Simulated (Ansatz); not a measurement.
LiNbO$_{3}$ (LiNbO3 type, space group R3c)

```yaml
crystal:
  lattice:
    - [2.59493, 1.49819, 4.67214]
    - [-2.59493, 1.49819, 4.67214]
    - [0.00000, -2.99637, 4.67214]
  atoms:
    - { symbol: Li, position: [0.70264, 0.70264, 0.70264] }
    - { symbol: Li, position: [0.20264, 0.20264, 0.20264] }
    - { symbol: Nb, position: [0.98381, 0.98381, 0.98381] }
    - { symbol: Nb, position: [0.48381, 0.48381, 0.48381] }
    - { symbol: O, position: [0.62624, 0.87386, 0.26316] }
    - { symbol: O, position: [0.87386, 0.26316, 0.62624] }
    - { symbol: O, position: [0.26316, 0.62624, 0.87386] }
    - { symbol: O, position: [0.76316, 0.37386, 0.12624] }
    - { symbol: O, position: [0.37386, 0.12624, 0.76316] }
    - { symbol: O, position: [0.12624, 0.76316, 0.37386] }
```

The slice is a (0001) plane (indices of the conventional cell) through the point (0.874, 0.263, 0.626) (fractional), spanned by u = [1 0 -1] and v = [-1 2 -1] in vectors of this cell: u (5.19 Å) and v (8.99 Å, at 90° to u). It covers one period; positions are fractions (u, v).

Method: PBE (plane waves to 420 eV, PAW, scalar-relativistic; Ansatz, an electronic-structure program). k mesh 8×8×8. These are valence fields of a PAW run, semicore shells included where kept as valence: close to a nucleus they are smooth pseudo fields. LiNbO3 is run without spin polarisation. LiNbO3 was relaxed with its symmetry unable to fall. The PAW data are Ansatz's earlier set.

### Question
Predict the map of the electrostatic potential energy of an electron, from the cell's mean on the slice.

### Answer
```
v \ u  0.00  0.17  0.33  0.50  0.67  0.83
-----  ----  ----  ----  ----  ----  ----
0.90    1.1   8.3   7.3   6.8   6.2  <1.0
0.75      x     x   7.6     x     x  <1.0
0.60    6.0   7.2   6.5   6.1   9.1   7.6
0.45    6.5   8.1   4.5     x   7.5   3.7
0.30      x     x  <1.0  <1.0   8.1   8.8
0.15    6.8   9.0   8.3     x     x   5.0
0.00      x   6.6     x   5.3   8.8   6.4
```

Values: electrostatic potential energy of an electron, from the cell's mean, in eV. Points within 0.8 Å of a nucleus are blanked (x), as the pseudised field means little there. Values under 1 eV are set to 1. The zero, the cell's mean, hangs on the PAW cores.
